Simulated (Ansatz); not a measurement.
HfSiO₄:
```yaml
crystal:
  lattice:
    - [-3.29119, 3.29119, 2.98548]
    - [3.29119, -3.29119, 2.98548]
    - [3.29119, 3.29119, -2.98548]
  atoms:
    - { symbol: Hf, position: [0.75000, 0.25000, 0.50000] }
    - { symbol: Hf, position: [0.00000, 0.00000, 0.00000] }
    - { symbol: Si, position: [0.25000, 0.75000, 0.50000] }
    - { symbol: Si, position: [0.50000, 0.50000, 0.00000] }
    - { symbol: O, position: [0.13525, 0.31986, 0.81539] }
    - { symbol: O, position: [0.06986, 0.75447, 0.68461] }
    - { symbol: O, position: [0.50447, 0.31986, 0.18461] }
    - { symbol: O, position: [0.06986, 0.38525, 0.31539] }
    - { symbol: O, position: [0.61475, 0.93014, 0.68461] }
    - { symbol: O, position: [0.68014, 0.86475, 0.18461] }
    - { symbol: O, position: [0.24553, 0.93014, 0.31539] }
    - { symbol: O, position: [0.68014, 0.49553, 0.81539] }
```

Relaxed with r²SCAN.

### Question
Give the optical modes at the zone centre with their infrared and Raman activity from DFPT, r²SCAN in the plane-wave PAW code Ansatz.

### Answer
Transverse frequencies, without the LO–TO term; a row sums one degenerate level.

| ω (cm⁻¹) | degeneracy | IR ((D/Å)²/amu) | Raman (Å⁴/amu) | activity | symmetry |
|---|---|---|---|---|---|
| 144 | 1 | 0.00 | 0 | silent | B1u |
| 154 | 1 | 0.00 | 0.87 | Raman | B1g |
| 166 | 2 | 0.00 | 0 | silent | Eg |
| 211 | 2 | 0.00 | 4.8 | Raman | Eg |
| 246 | 2 | 44.02 | 0 | IR | Eu |
| 260 | 1 | 0.00 | 0 | silent | A2g |
| 269 | 1 | 0.00 | 0.17 | Raman | B2g |
| 289 | 1 | 31.97 | 0 | IR | A2u |
| 344 | 2 | 0.00 | 30 | Raman | Eg |
| 380 | 2 | 8.42 | 0 | IR | Eu |
| 398 | 1 | 0.00 | 0.94 | Raman | B1g |
| 414 | 1 | 0.00 | 0 | silent | A1u |
| 429 | 2 | 6.35 | 0 | IR | Eu |
| 444 | 1 | 0.00 | 31 | Raman | A1g |
| 545 | 2 | 0.00 | 0 | silent | Eg |
| 570 | 1 | 0.00 | 0 | silent | B2u |
| 599 | 1 | 14.06 | 0 | IR | A2u |
| 641 | 1 | 0.00 | 0.12 | Raman | B1g |
| 878 | 2 | 113.98 | 0 | IR | Eu |
| 935 | 2 | 0.00 | 0.77 | Raman | Eg |
| 950 | 1 | 0.00 | 0 | silent | B2u |
| 982 | 1 | 0.00 | 39 | Raman | A1g |
| 989 | 1 | 47.74 | 0 | IR | A2u |
| 1026 | 1 | 0.00 | 140 | Raman | B1g |

### Question
How high does the top mode go among those that the LO–TO term moves?

### Answer
1034 cm⁻¹ for q along x, 1034 cm⁻¹ for q along y, 1110 cm⁻¹ for q along z.

Space group I4_1/amd. The cell was relaxed with r²SCAN under the symmetry of its start. No spin polarisation was allowed. Scalar-relativistic: spin–orbit coupling is off unless named, which matters more the heavier the elements.

Potentials: the later of the program's two PAW sets.
